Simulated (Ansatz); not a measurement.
BN (zinc blende, F-43m), DFT-PBE in the program Ansatz with PAW potentials: ε∞ = 4.61, cell volume 11.91 Å³. Infrared-active transverse modes:

```
ω_TO (cm⁻¹)  oscillator strength S_xx (e²/amu)
-----------  ---------------------------------
1026.5                                  0.6006
```

### Question
Compute the static dielectric constant.

### Answer
Each mode adds (4.921e7/V) S/ω²: 2.36. So ε0 = 6.97.

### Question
What LO frequency does the Lyddane–Sachs–Teller relation give?

### Answer
ω_LO = ω_TO √(ε0/ε∞) = 1262 cm⁻¹.

The cell was relaxed with PBE under the symmetry of its start; phonons on a q-mesh show no instability.

Potentials: the later of the program's two PAW sets.
